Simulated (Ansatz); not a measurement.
# AlCu₃: clamped-ion elastic tensor

Computed with Ansatz, DFT LDA, scalar-relativistic, plane waves, PAW. Plane waves to 420 eV; Γ-centred k mesh 12×12×8; Fermi-Dirac smearing of 0.15 eV. No spin polarisation.

Equilibrium structure at this level:
```xyz
8
Lattice="5.0835 0.0000 0.0000 -2.5417 4.4024 0.0000 0.0000 0.0000 4.1277" Properties=species:S:1:pos:R:3 pbc="T T T"
Al    2.5417    1.4675    1.0319
Al    0.0000    2.9349    3.0958
Cu    1.2594    0.7271    3.0958
Cu    3.8240    0.7271    3.0958
Cu    2.5417    2.9482    3.0958
Cu    1.2823    3.6753    1.0319
Cu   -1.2823    3.6753    1.0319
Cu    0.0000    1.4542    1.0319
```

In a metal, frequencies and elastic constants depend on the k mesh and the smearing, soft modes and shear constants most.

Q: Give the clamped-ion elastic constants (GPa, Voigt order xx yy zz yz xz xy, on the axes of the cell above).

A:
```
268.9 125.6 103.3   0.0   0.0   0.0
125.6 268.9 103.3   0.0   0.0   0.0
103.3 103.3 304.1   0.0   0.0   0.0
  0.0   0.0   0.0  58.3   0.0   0.0
  0.0   0.0   0.0   0.0  58.3   0.0
  0.0   0.0   0.0   0.0   0.0  71.7
```

Q: And the moduli of a polycrystal (Hill averages)?

A: B = 167 GPa, G = 70 GPa, E = 185 GPa, ν = 0.32.

Whether AlCu3 exists in this form wasn't checked.

Cost: 1 run of about 9.6 core-minutes, on Intel Xeon Platinum 8259CL (Skylake/Cascade Lake) (shared hosts).